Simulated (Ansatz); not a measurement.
# Ionic part of the dielectric constant of CsMgF₃ at 12.7 GPa, mode by mode

Computed with Ansatz, DFT PBEsol, scalar-relativistic, plane waves, PAW. Settings: 420 eV plane-wave cutoff, Γ-centred 6×6×6 mesh, fixed occupations. No spin polarisation. Phonons by linear response, acoustic sum rule imposed.

Symmetry: Pm-3m, No. 221, cubic system. The conventional cell has a = 3.999 Å, b = 3.999 Å, c = 3.999 Å, α = 90.00°, β = 90.00°, γ = 90.00°. Around Cs (site symmetry m-3m) lie 12 F at 2.83 Å. Mg (site symmetry m-3m) is surrounded by 6 F at 2.00 Å. F (site symmetry 4/mmm) is surrounded by 2 Mg at 2.00 Å.

The cell is the ideal cubic perovskite prototype; whether it is the stable structure of this composition wasn't checked. Spin–orbit coupling is left out, which matters for heavy elements.

The primitive cell has V = 63.97 Å³ and ε∞,yy = 2.654. Each polar mode adds Δε = (4.92064×10⁷/V)·S/ν² along y, with S its oscillator strength in e²/amu, ν in cm⁻¹ and V in Å³.

Problem. From these modes, find each Δε and ε0,yy.
```
ν (cm⁻¹) S_yy (e²/amu)
   182.5        0.00799
   292.0         0.2825
   446.2          0.154
```

Solution.
```json
{"ν (cm⁻¹)": "182.5", "Δε": "0.18"}
{"ν (cm⁻¹)": "292.0", "Δε": "2.55"}
{"ν (cm⁻¹)": "446.2", "Δε": "0.59"}
```

The sum is 3.328, so ε0,yy = 5.98; the run's tensor has 5.98.

Problem. Where do the longitudinal modes lie for a wave vector along y?

Solution. At 185, 367, 527 cm⁻¹. The Lyddane–Sachs–Teller product Π(ν_LO/ν_TO)² = 2.25 matches ε0/ε∞ = 2.25.

Symmetry holds off the tilts and polar distortions that many cubic perovskites undergo.

Cost: 1 run of about 2.4 core-minutes, on Intel Xeon Processor @ 2.50GHz (Skylake/Cascade Lake) (shared hosts).